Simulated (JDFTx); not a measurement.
```yaml
surface: Os(1 0 -1 0)
bulk: Os, P6_3/mmc, lattice of mp-49 (not re-optimised)
slab: 6 atoms in 6 planes, 1x1, 5.3 Å between the outermost planes
in-plane cell: 2.746 × 4.326 Å, 11.88 Å²
cell_height: 21.5 Å
sampling: 8×6×1 k mesh, Fermi smearing 0.01 Ha, no spin polarisation
```

Method: PBE, GBRV ultrasoft potentials, plane waves to 20/100 Ha, in a modified build of JDFTx. Liquid on both sides: linear PCM (GLSSA13), water, 2 M NaF; nuclei fixed, outer atoms relaxed in vacuum. SHE scale: U = −μ/e − 4.44 V, by convention. Ideal, unreconstructed faces without any overlayer. Convergence in thickness and k mesh wasn't tested for this slab.

```
U (V vs SHE)  μ (eV)  excess electrons per cell  σ (μC/cm², per face)              run
------------  ------  -------------------------  --------------------  ---------------
0.15           -4.59                        [?]                   [?]  fixed potential
0.45           -4.89                      0.000                   0.0          neutral
0.75           -5.19                     -0.082                   5.5  fixed potential
```

Q: Fill in the missing entries, row by row.

A: 
- 0.15, excess electrons per cell: 0.071
- 0.15, σ (μC/cm², per face): -4.8
